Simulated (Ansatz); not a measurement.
## Two states of KVF3

```
V F K
1.0
     4.08564    0.00000    0.00000
     0.00000    8.17127    0.00000
     0.00000    0.00000    4.08564
V F K
2 6 2
Direct
  0.50000 0.25000 0.50000
  0.50000 0.75000 0.50000
  0.50000 0.25000 0.00000
  0.50000 0.75000 0.00000
  0.00000 0.25000 0.50000
  0.00000 0.75000 0.50000
  0.50000 0.00000 0.50000
  0.50000 0.50000 0.50000
  0.00000 0.00000 0.00000
  0.00000 0.50000 0.00000
```

The numbers come from plane-wave PAW DFT (Ansatz): r2SCAN, 500 eV, 6×3×6 Γ-centred k points, fermi-dirac occupations (width 0.0165 eV). Nothing was relaxed.

State A: V1 up, V2 down (collinear spin). State B: V1 up, V2 up (collinear spin).

Q: Which state is lower, and how do they differ?

A: State A is lower by 3.7 meV an atom at zero smearing.

```csv
state,free energy (meV/atom),largest moment in a small sphere (μB),net moment (μB/cell),gap on mesh (eV),pressure (GPa),largest force (eV/Å)
A,0.0,2.23,0.00,1.81,2.4,0.00
B,3.7,2.23,6.00,1.61,2.6,0.00
```

Origin: a database entry at a rescaled volume. Caveats: an odd or shifted mesh can miss the band edges, so this level's true gap may be smaller.
